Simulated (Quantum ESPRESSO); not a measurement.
pw.x input (Quantum ESPRESSO 7.5; PBEsol, PseudoDojo standard norm-conserving files, scalar-relativistic):

```
&CONTROL
  calculation = 'scf'
  pseudo_dir = './pseudo'
  outdir = './out'
  tprnfor = .true.
  tstress = .true.
/
&SYSTEM
  ibrav = 0
  nat = 4
  ntyp = 2
  ecutwfc = 110.0
  ecutrho = 440.0
  occupations = 'smearing'
  smearing = 'fd'
  degauss = 0.005
  nbnd = 11
/
&ELECTRONS
  conv_thr = 4e-10
/
ATOMIC_SPECIES
H 1.0080 H.upf
La 138.9055 La.upf
CELL_PARAMETERS angstrom
  0.000000000000   2.786480000000   2.786480000000
  2.786480000000   0.000000000000   2.786480000000
  2.786480000000   2.786480000000   0.000000000000
ATOMIC_POSITIONS crystal
H   0.500000000000   0.500000000000   0.500000000000
H   0.750000000000   0.750000000000   0.750000000000
H   0.250000000000   0.250000000000   0.250000000000
La   0.000000000000   0.000000000000   0.000000000000
K_POINTS automatic
14 14 14 0 0 0
```

End of the output:

```
     total energy              =     -73.85542047 Ry
     estimated scf accuracy    <       0.00000019 Ry
     total energy              =     -73.85542059 Ry
     estimated scf accuracy    <          4.3E-09 Ry
     total energy              =     -73.85542062 Ry
     estimated scf accuracy    <          5.2E-10 Ry
[...]
     the Fermi energy is    10.6927 ev
!    total energy              =     -73.85542063 Ry
     estimated scf accuracy    <          1.3E-11 Ry
     smearing contrib. (-TS)   =      -0.00019874 Ry
     internal energy E=F+TS    =     -73.85522190 Ry
     The total energy is F=E-TS. E is the sum of the following terms:
     one-electron contribution =      -1.72915480 Ry
     hartree contribution      =       6.76337703 Ry
     xc contribution           =     -18.76720675 Ry
     ewald contribution        =     -60.12223737 Ry
     convergence has been achieved in   9 iterations
     Forces acting on atoms (cartesian axes, Ry/au):
     atom    1 type  1   force =     0.00000000    0.00000000    0.00000000
     atom    2 type  1   force =     0.00000000    0.00000000   -0.00000000
     atom    3 type  1   force =    -0.00000000    0.00000000    0.00000000
     atom    4 type  2   force =    -0.00000000   -0.00000000    0.00000000
     Total force =     0.000000     Total SCF correction =     0.000000
     Computing stress (Cartesian axis) and pressure
          total   stress  (Ry/bohr**3)                   (kbar)     P=      -32.06
  -0.00021797  -0.00000000   0.00000000          -32.06       -0.00        0.00
   0.00000000  -0.00021797  -0.00000000            0.00      -32.06       -0.00
  -0.00000000  -0.00000000  -0.00021797           -0.00       -0.00      -32.06
```

Geometry of the Materials Project entry, not relaxed at this level.
